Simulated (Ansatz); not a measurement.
A short materials screen. A film clamped on a beam works by its effective transverse coefficient e₃₁,f, which adds the part that comes from the free strain along the normal.

The reference row is GaN. c-oriented films; the sign of axis 3 is chosen so that e₃₃ is positive. Field 10 V/μm.

Levels of theory (Ansatz, a plane-wave PAW program): e₃₁, e₃₃, C₁₃, C₃₃: r²SCAN, relaxed-ion tensors by finite strain, axis 3 along c; ε₃₃: r²SCAN, linear response at fixed cell.

Runs started from generated or typed cells of the structure named: 4H-SiC; ZnO; GaN; CdS; AlN. Not checked to be the ambient phase: 6H-ZnS. No claim is made that these are known or stable phases: CdZnO2 (P3m1, hP4). Spin–orbit coupling is left out unless named.

```csv
crystal,e₃₁ (C/m²),e₃₃ (C/m²),C₁₃ (GPa),C₃₃ (GPa),ε₃₃ (static)
4H-SiC,−0.04,0.11,51,575,10.4
ZnO (wurtzite),−0.64,1.27,113,221,9.66
6H-ZnS,−0.10,0.15,45,148,8.67
"CdZnO2 (P3m1, hP4)",−0.51,1.01,101,206,10.8
"GaN (wurtzite), reference",−0.41,0.74,95,401,10.6
CdS (wurtzite),−0.23,0.44,45,93,9.31
AlN (wurtzite),−0.58,1.49,105,385,9.12
```

Definitions used: e₃₁,f = e₃₁ − e₃₃ C₁₃/C₃₃; d₃₃,f = e₃₃/C₃₃; stress = |e₃₁,f| × field; figure = e₃₁,f²/(ε₀ε₃₃) = e₃₁,f²/(0.008854 ε₃₃) in GPa.

Work out e₃₁,f, d₃₃,f, film stress and harvesting figure for CdS.


1. e₃₁,f = −0.23 − 0.44 × 45/93 = −0.443 C/m²
2. d₃₃,f = 1000 × 0.44/93 = 4.7 pm/V
3. film stress: |−0.443| × 10 = 4.4 MPa
4. harvesting figure: (−0.443)²/(0.008854 × 9.31) = 2.4 GPa

Rank all rows by harvesting figure, highest first.

The same steps for every row:

```tsv
crystal	e₃₁,f (C/m²)	d₃₃,f (pm/V)	film stress (MPa)	harvesting figure (GPa)
4H-SiC	−0.050	0.19	0.50	0.027
ZnO (wurtzite)	−1.289	5.7	13	19
6H-ZnS	−0.146	1.0	1.5	0.28
CdZnO2 (P3m1, hP4)	−1.005	4.9	10	11
GaN (wurtzite), reference	−0.585	1.8	5.9	3.6
CdS (wurtzite)	−0.443	4.7	4.4	2.4
AlN (wurtzite)	−0.986	3.9	9.9	12
```

In order of harvesting figure, highest first: ZnO (19 ± 4.5), AlN (12 ± 2.8) ≈ CdZnO2 (P3m1, hP4) (11 ± 2.5), GaN (3.6 ± 0.86), CdS (2.4 ± 0.56), 6H-ZnS (0.28 ± 0.065), 4H-SiC (0.027 ± 0.0066). The ± follows from allowances picked for this note (e₃₁ 12 %, e₃₃ 12 %, C₁₃ 5 %, C₃₃ 5 %, ε₃₃ 8 %, 12 % for the model), carried to first order and added in quadrature; ≈ joins neighbours closer than their two ± added in quadrature. On this figure 3 of 6 candidates do clearly better than the reference.

Single-domain 0 K values; domain walls add much in ferroelectric films. Where several phases of a formula are at hand, those over 0.1 eV/atom above the lowest were not drawn (by r²SCAN where it compared them, else by the largest value; a layered or molecular lowest phase counts only with a dispersion term); other phases could lie lower still. Rows were sampled with a lean to familiar crystals, related or not, whatever their agreement with measurement; tables with many equal figures were not kept. Limits of the draw: polar uniaxial crystals, |e₃₃| over 0.1 C/m², ε₃₃ under 300; no unfamiliar magnets, and cubic perovskites only if shown or known to be stable. As a rule kept out of such tables: 4f compounds, open-shell compounds run without a Hubbard term, cells found unstable in the tests at hand, cells close to a higher symmetry, and runs set to a pressure or over 12 % in volume from the crystal's fullest run.
